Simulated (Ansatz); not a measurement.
**Mo: two-dimensional strain map**

Computed with DFT r2SCAN, scalar-relativistic, plane waves, PAW in Ansatz. Settings: plane waves to 500 eV, k-mesh 24×24×24 (Γ-centred), Gaussian smearing 0.15 eV. No spin polarisation. Energies are free energies at this smearing, counted from the undisturbed cell; pressure is positive in compression.

Zero of the scan (relaxed at this level; with this scan's settings it stands at -0.2 GPa; this form isn't the usual structure):

```yaml
crystal:
  lattice:
    - [2.74882, 0.00000, 0.00000]
    - [-1.37441, 2.38055, 0.00000]
    - [0.00000, 0.00000, 2.53390]
  atoms:
    - { symbol: Mo, position: [0.00000, 0.00000, 0.50000] }
```

The cell is strained by p along both x and y and by q along z, fractional coordinates fixed. Points are written (p, q).

p was sampled at -0.030, -0.015, 0.000, 0.015, 0.030 and q at -0.030, -0.015, 0.000, 0.015, 0.030.

Problem. Where on the computed points is the energy highest, and how high?

Solution. At (-0.030, -0.030): 97.6 meV/atom.

Problem. Away from (0, 0), which computed point is lowest?

Solution. (0.000, -0.015): 1.8 meV/atom.

The map, in meV/atom:

```
 p \ q  -0.030  -0.015  0.000  0.015  0.030
-0.030    97.6    74.2   62.1   59.3   64.5
-0.015    40.8    22.9   16.0   18.3   28.5
 0.000    14.2     1.8    0.0    7.2   22.0
 0.015    13.5     7.0   10.3   22.2   41.6
 0.030    34.7    34.5   43.2   59.9   83.7
```